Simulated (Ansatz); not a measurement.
## Two-dimensional strain map in Hf

Theory: DFT PBEsol, scalar-relativistic, plane waves, PAW (Ansatz 0.2.0). Cutoff 420 eV, Γ-centred 18×18×18 k-points, Gaussian smearing of 0.15 eV. Spin–orbit coupling is left out, which can shift energies with elements as heavy as these. No spin polarisation. Energies are free energies at this smearing, counted from the undisturbed cell; pressure is positive in compression.

Zero of the scan (as given, not relaxed at this level; it stands at -1.5 GPa; this fcc form isn't the usual structure):

```
CELL_PARAMETERS angstrom
0.00000 2.22000 2.22000
2.22000 0.00000 2.22000
2.22000 2.22000 0.00000
ATOMIC_POSITIONS crystal
Hf 0.00000 0.00000 0.00000
```

The cell is strained by p along both x and y and by q along z, fractional coordinates fixed. Points are written (p, q).

p was sampled at -0.080, -0.040, 0.000, 0.040, 0.080 and q at -0.080, -0.040, 0.000, 0.040, 0.080.

Q: Where on the computed points is the energy highest, and how high?

A: At (-0.080, -0.080): 448.3 meV/atom.

Q: Away from (0, 0), which computed point is lowest?

A: (0.000, -0.040): 7.6 meV/atom.

The map, in meV/atom:

```csv
p \ q,-0.080,-0.040,0.000,0.040,0.080
-0.080,448.3,297.9,193.6,128.8,98.2
-0.040,178.3,87.3,36.4,20.2,33.0
0.000,48.8,7.6,0.0,23.0,72.0
0.040,29.9,32.5,62.3,117.6,195.8
0.080,99.0,140.1,203.1,286.5,389.0
```